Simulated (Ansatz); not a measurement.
Re:
```yaml
crystal:
  lattice:
    - [2.75814, 0.00000, 0.00000]
    - [-1.37907, 2.38862, 0.00000]
    - [0.00000, 0.00000, 4.46137]
  atoms:
    - { symbol: Re, position: [0.33333, 0.66667, 0.25000] }
    - { symbol: Re, position: [0.66667, 0.33333, 0.75000] }
```

This is the r²SCAN-relaxed structure.

All from DFT-r²SCAN in the program Ansatz with PAW potentials, unless another level is named. Predict the highest zone-centre frequency.

117 cm⁻¹.

And the Poisson's ratio?

0.30.

Space group P6_3/mmc (hcp (Mg type)). The r²SCAN relaxation kept the symmetry of its start; of distortions, only those at the zone centre were tested. No spin polarisation was allowed. As this level gives no gap, phonon frequencies hold no LO–TO term and depend on the k-mesh and smearing (Fermi–Dirac, 0.1 eV here). Scalar-relativistic: spin–orbit coupling is off unless named, which matters more the heavier the elements.

Potentials: the earlier of the program's two PAW sets.
